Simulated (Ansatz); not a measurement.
Polymorphs of BeS, each relaxed with plane-wave PAW LDA (Ansatz code):

A: P6_422
a = b = 3.3989 Å, c = 7.6723 Å, α = β = 90.00°, γ = 120.00°

```csv
atom,site,symmetry,x,y,z
Be,3c,222,0.5000,0.0000,0.0000
S,3d,222,0.5000,0.0000,0.5000
```

B: zinc blende (F-43m)
a = b = c = 4.796 Å, α = β = γ = 90.00°

| atom | site | symmetry | x | y | z |
|---|---|---|---|---|---|
| Be | 4a | -43m | 0.0000 | 0.0000 | 0.0000 |
| S | 4d | -43m | 0.7500 | 0.7500 | 0.7500 |

C: Pnma
a = 5.810 Å, b = 3.444 Å, c = 5.908 Å, α = β = γ = 90.00°

```
atom  site  symmetry       x       y       z
----  ----  --------  ------  ------  ------
Be      4c       .m.  0.1438  0.2500  0.4040
S       4c       .m.  0.2781  0.2500  0.0820
```

**Question.** Order them by energy per atom at 0 K (lowest first) at the level LDA.

**Answer.** B (+0 meV/atom), C (+125 meV/atom), A (+295 meV/atom)

**Question.** Give each one's gap.

**Answer.** A 2.42 eV; B 2.83 eV; C 3.45 eV.

Typed or built starts, not in the databases checked: A; C. All cells were relaxed under the symmetry of their starts (and spin orders); stability against distortions was not tested throughout.

Energies hold the estimated change up to a 700 eV cutoff; steps of a few meV lie near the error of the meshes.

Potentials: the earlier of the program's two PAW sets. The files were generated under PBE; for other functionals the program regenerates the frozen cores, and for LDA and PBEsol the local potential too.
